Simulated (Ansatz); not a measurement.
Ni3(PbS)2 (space group R-3m)

Space group R-3m, hexagonal axes (No. 166); a = b = 5.6339 Å, c = 13.5789 Å, α = β = 90.00°, γ = 120.00°

| atom | site | symmetry | x | y | z |
|---|---|---|---|---|---|
| Ni | 9d | .2/m | 0.5000 | 0.5000 | 0.5000 |
| Pb | 3b | -3m | 0.0000 | 0.0000 | 0.5000 |
| Pb | 3a | -3m | 0.0000 | 0.0000 | 0.0000 |
| S | 6c | 3m | 0.0000 | 0.0000 | 0.2722 |
(The calculation used a cell of 7 atoms; values per cell refer to that cell.)

The volume is varied about the relaxed value V₀ at fixed cell shape. The atoms relax within the cell's symmetry.

The numbers are results of r2SCAN (plane waves to 500 eV, PAW, scalar-relativistic; Ansatz, an electronic-structure program), not measurements. k mesh 10×10×10 (Γ-centred), Fermi-Dirac smearing 0.05 eV. The energy includes the smearing's −TS. With the shape held, the modulus is that of even scaling; a crystal free to change shape is softer. At this level the bands of Ni3(PbS)2 touch or barely overlap. Ni3(PbS)2 is run without spin polarisation. Ni3(PbS)2 was relaxed with its symmetry unable to fall. Spin-orbit coupling is left out, though Pb is heavy. ΔE is measured from the relaxed starting cell. The last digit holds for this mesh only.

```csv
V (Å³/atom),ΔE (meV/atom)
15.997,47.8
16.352,29.2
16.708,15.7
17.063,6.7
17.419,1.6
17.774,0.0
18.130,1.5
18.485,5.6
18.841,12.1
19.196,20.7
19.552,31.1
```

Question: What is the fitted pressure derivative B₀′?

Answer: 5.4.

Question: What bulk modulus at fixed cell shape B₀ follows from a third-order Birch-Murnaghan fit?

Answer: 68.8 GPa.

(Under strain, the slope of the energy per volume gives the stress and its curvature an elastic modulus.)
